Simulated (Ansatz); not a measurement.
**Calculated field gradients at the nuclei for ZnPtC6N6**

The cell is an entry of the Crystallography Open Database (COD), its atoms then relaxed with PBE in this cell.

Space group Fm-3m (No. 225); a = 10.5220 Å.

```
site  Wyckoff  site symmetry       x       y       z
  Zn       4b           m-3m  0.5000  0.5000  0.5000
  Pt       4a           m-3m  0.0000  0.0000  0.0000
   C      24e           4m.m  0.5000  0.5000  0.1902
   N      24e           4m.m  0.5000  0.5000  0.3001
```

One atom of each set is listed; the run and its k-mesh use a cell of 14 atoms with edges of 7.44, 7.44, 7.44 Å.

Method: Kohn–Sham DFT in Ansatz, PBE, plane waves and PAW, scalar-relativistic, 420 eV cutoff, Γ-centred 6×6×6 k-points, Fermi–Dirac smearing 0.05 eV.

Conventions: |V_zz| ≥ |V_yy| ≥ |V_xx|, η = (V_xx − V_yy)/V_zz, C_Q = eQV_zz/h. ν_Q = 3|C_Q|/[2I(2I − 1)].

Zn-67: I = 5/2, Q = 122.0 mb; ¹⁴N: I = 1, Q = 20.44 mb. Nuclear quadrupole moments: year-2017 set (Pyykkö).

(1) Which values are expected at the nuclei?

Results:

(1) 

| site | atoms | first shell | C_Q (MHz) | η | ν_Q (MHz) |
| --- | --- | --- | --- | --- | --- |
| Zn | 1 | 6 N at 2.10 Å | 0 | – | 0 |
| N | 6 | 1 C at 1.16 Å, 1 Zn at 2.10 Å, angle 180°; also 1 Pt at 3.16 Å | -2.88 | 0.00 | 4.31 |

An axis of threefold or higher order runs through N, so V_zz lies along it and η is zero. Zn sits on a cubic site, where every gradient vanishes.

Pt, C have no stable isotope with a ground-state quadrupole moment in the table, so these sites are left out.

The database entry as given showed forces above 3 eV/Å or a pressure above 30 GPa, though relaxing it moves no atom far.

The relaxation (5 steps) took 57 s of wall time (58 s of CPU time) and 0.66 GiB at its peak, on 1 thread of Arm Neoverse V2 (aarch64; 8 cores open to the job, memory cap 3.0 GiB, no GPU), a shared host with a load of 0.3 a core.
